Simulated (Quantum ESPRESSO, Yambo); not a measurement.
For Cs2NaYF6 (space group Fm-3m, No. 225), Yambo gives the independent-particle static dielectric constant along x as 2.43 on PBEsol bands and 2.13 after a scissor of 3.38 eV widens every gap (4×4×4 mesh, 154 bands, 3 Ry local-field block, 0.2 eV broadening).

A scissor keeps the position matrix elements. In a one-oscillator model, how does ε − 1 scale, and what mean transition energy do the two values imply?

Each transition adds |r|²/E to ε − 1, so ε − 1 ∝ 1/(E0 + Δ). Then (2.13 − 1)/(2.43 − 1) = E0/(E0 + Δ) = 0.790, and E0 = Δ(ε' − 1)/(ε − ε') = 12.7 eV. The computed Im ε, weighted by 1/E up to 20 eV, has its mean at 12.0 eV; the smallest direct PBEsol gap is 6.73 eV. The scissor comes from a G0W0 run whose convergence isn't established. Convergence of the RPA response with its 4×4×4 mesh was not tested.

Bands from Quantum ESPRESSO.

Geometry of the Materials Project entry, not relaxed at this level; primitive cell a = 6.506 Å, b = 6.506 Å, c = 6.506 Å, α = 60.00°, β = 60.00°, γ = 60.00°.
